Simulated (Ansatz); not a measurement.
Relaxed-ion elastic tensor of SnPt3 (Cu3Au type, Pm-3m) in GPa (Voigt order), DFT-PBEsol in the program Ansatz with PAW potentials; density 18.18 g/cm³, 16.07 Å³ per atom.

```
     1    2    3     4     5     6
-  ---  ---  ---  ----  ----  ----
1  303  193  193   0.0   0.0   0.0
2  193  303  193   0.0   0.0   0.0
3  193  193  303   0.0   0.0   0.0
4  0.0  0.0  0.0  79.7   0.0   0.0
5  0.0  0.0  0.0   0.0  79.7   0.0
6  0.0  0.0  0.0   0.0   0.0  79.7
```

Task: Is the crystal mechanically stable?

Result: Yes: the smallest eigenvalue of C is 79.7 GPa.

Task: Work out the Voigt, Reuss and Hill averages.

Result: K_V = 230, K_R = 230, K_H = 230; G_V = 69.9, G_R = 67.6, G_H = 68.8 GPa.

Task: Give Young's modulus, Poisson's ratio, Pugh's ratio and the universal anisotropy index.

Result: E = 9KG/(3K + G) = 188 GPa; ν = 0.36; K/G = 3.34 (ductile by the Pugh limit of 1.75); A_U = 5G_V/G_R + K_V/K_R − 6 = 0.17.

Task: Estimate the sound speeds and the Debye temperature.

Result: v_l = √((K + 4G/3)/ρ) = 4200 m/s, v_t = √(G/ρ) = 1940 m/s, mean 2190 m/s; Θ = (h/k)(3n/4πV)^(1/3) v_m = 258 K.

Task: Give the Zener ratio and Young's modulus along [100], [110] and [111].

Result: A = 2C44/(C11 − C12) = 1.45; 1/E = S11 − 2(S11 − S12 − S44/2)Γ with Γ = 0, 1/4, 1/3 gives 153, 195, 214 GPa.

The first step of the workflow began from a Materials Project structure, measured or hypothetical; the Crystallography Open Database files this formula in space group No. 221, but the cells were not matched. Its standing as an ambient phase is unchecked. The cell was relaxed with PBEsol under the symmetry of its start; of distortions, only those at the zone centre were tested. The run is not spin-polarised. As this level gives no gap, shear constants depend on the k-mesh and smearing (Fermi–Dirac, 0.1 eV here). Scalar-relativistic: spin–orbit coupling is off unless named, which matters more the heavier the elements.

Potentials: the later of the program's two PAW sets.
